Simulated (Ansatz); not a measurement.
Space group R-3c:H (No. 167). a = 4.972 Å, b = 4.972 Å, c = 13.417 Å, α = 90.00°, β = 90.00°, γ = 120.00°
```tsv
atom	site	symmetry	x	y	z
Cr	12c	3.	0.6667	0.3333	0.1837
O	18e	.2	0.6346	0.6667	0.4167
```

Equation of state of this Cr$_{2}$O$_{3}$ structure (not necessarily the ground state), with shape and atoms relaxed at each volume where symmetry leaves them free. Level of theory: DFT PBEsol, scalar-relativistic, plane waves, PAW in Ansatz 0.2.0.

Plane waves to 420 eV, a k mesh through Γ of 12×12×12 on the computed 10-atom cell and Gaussian smearing (0.02 eV); collinear spin.

```json
{"V (Å³/atom)": "9.002", "E − E(largest V) (meV/atom)": "5.67", "P (GPa)": "16.91", "gap on mesh (eV)": "0.31"}
{"V (Å³/atom)": "9.289", "E − E(largest V) (meV/atom)": "-16.23", "P (GPa)": "7.77", "gap on mesh (eV)": "0.45"}
{"V (Å³/atom)": "9.577", "E − E(largest V) (meV/atom)": "-23.01", "P (GPa)": "0.00", "gap on mesh (eV)": "0.58"}
{"V (Å³/atom)": "9.864", "E − E(largest V) (meV/atom)": "-16.94", "P (GPa)": "-6.59", "gap on mesh (eV)": "0.70"}
{"V (Å³/atom)": "10.151", "E − E(largest V) (meV/atom)": "0.00", "P (GPa)": "-12.15", "gap on mesh (eV)": "0.82"}
```

Task: Fit a third-order Birch–Murnaghan equation to E(V).

Result: V0 = 9.58 Å³/atom, B0 = 238 GPa, B0' = 4.5.

The state reached may not be the lowest one. The program reads another magnetic order as possibly lower. Moments started parallel, and an antiferromagnetic order may lie lower.

The gaps are read on the mesh, which can miss the band edges, so they can be too wide.